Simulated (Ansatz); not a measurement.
Input:

Co₃NiB:
```xyz
5
Lattice="3.7574 0.0000 0.0000 0.0000 3.7574 0.0000 0.0000 0.0000 3.7574" Properties=species:S:1:pos:R:3 pbc="T T T"
Co     1.8787     1.8787     0.0000
Co     0.0000     1.8787     1.8787
Co     1.8787     0.0000     1.8787
Ni     0.0000     0.0000     0.0000
B      1.8787     1.8787     1.8787
```
The run is spin-polarised.

This is the r²SCAN-relaxed structure.

Question: All from r²SCAN in the plane-wave PAW code Ansatz, unless another level is named. Estimate the net moment.

Answer: 1.08 μB per atom.

Question: And the Bader charges?

Answer: Co +0.17, Ni +0.05, B -0.56 e.

Space group Pm-3m (anti-perovskite). The start of the workflow was typed in or built on a structure type; neither database checked (COD, Materials Project) lists it. Whether it is the stable phase at ambient conditions was not checked. The r²SCAN relaxation kept the symmetry of its start; its stability against distortions is not shown here. The final state is ferromagnetic, chosen from 3 collinear starts compared on coarse meshes (ties went to the first, and starts can fall back to one state), not a proven ground state. Its formation energy is positive at this level, so the cell may be metastable or incomplete. Other orbital occupations within this spin state were not tried. For itinerant 3d metals, meta-GGAs of the SCAN family and hybrids are commonly reported to give too large moments.

Potentials: the earlier of the program's two PAW sets. The files were generated under PBE; for other functionals the program regenerates the frozen cores, and for LDA and PBEsol the local potential too.
